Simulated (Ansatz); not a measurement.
Given:

Sb:
```
CELL_PARAMETERS angstrom
      2.14713     1.23965     3.65584
     -2.14713     1.23965     3.65584
      0.00000    -2.47929     3.65584
ATOMIC_POSITIONS crystal
  Sb 0.26415 0.26415 0.26415
  Sb 0.73585 0.73585 0.73585
```

This is the LDA-relaxed structure. x, y and z are the axes in which the lattice vectors are written.

Question: All from the program Ansatz at the LDA level (PAW), unless another level is named. Estimate the bulk modulus (Birch–Murnaghan fit).

Answer: 45.3 GPa.

Question: Next, the highest zone-centre frequency?

Answer: 137 cm⁻¹.

Question: Next, the elastic constants (relaxed ions, GPa)?

Answer: C11 = 97.9, C12 = 29.7, C13 = 29.5, C14 = -22.8, C33 = 53.3, C44 = 40.2.

Space group R-3m (A7 (α-As type)). Symmetry was held in the LDA relaxation; of distortions, only those at the zone centre were tested. As this level gives no gap, shear constants depend on the k-mesh and smearing (Fermi–Dirac, 0.1 eV here). As this level gives no gap, phonon frequencies hold no LO–TO term and depend on the k-mesh and smearing (Fermi–Dirac, 0.1 eV here). Scalar-relativistic: spin–orbit coupling is off unless named, which matters more the heavier the elements.

Potentials: the earlier of the program's two PAW sets.
